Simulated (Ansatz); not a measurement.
# Bi2W: reading a single point

```
W Bi
1.0
     5.82641    0.00000    0.00000
    -2.91320    5.04582    0.00000
     0.00000    0.00000    8.11595
W Bi
3 6
Direct
  0.50000 0.50000 0.16670
  0.00000 0.50000 0.83337
  0.50000 0.00000 0.50003
  0.83820 0.16180 0.16670
  0.67640 0.83820 0.83337
  0.83820 0.67640 0.50003
  0.16180 0.83820 0.16670
  0.32360 0.16180 0.83337
  0.16180 0.32360 0.50003
```

Method: PBE, no spin polarisation; PAW, plane waves to 420 eV, 7×7×4 Γ-centred mesh, fermi-dirac occupations (width 0.1 eV) (Ansatz 0.2.0), atoms fixed.

Is it stable against the elements?

1.26 eV an atom against the elements' usual phases (free molecules for gases, crystals otherwise, with no correction for O₂ or N₂), so at this geometry it isn't bound against them. Relaxing would lower it.

Is there a gap?

It is a metal, with about 12 states/eV a cell as the mean within 0.25 eV of the Fermi level, mostly W d (76 %).

What do density and ELF say about some of the short contacts?

Bi–Bi at 3.16 Å: least valence density 0.21 e/Å³ and ELF 0.28 there. W–Bi at 3.20 Å: least valence density 0.22 e/Å³ and ELF 0.39 there. These are pseudo-fields; inside the PAW spheres they differ from the all-electron ones.

Give the Bader charges.

Bader charges in e: Bi -0.03, W +0.06. In the mean W gives up most and Bi takes most.

Origin: a known structure type with other elements, at an estimated volume, so it need not be a known compound. Caveats: many states at the Fermi level without spin polarisation, so a magnetic state may lie lower.
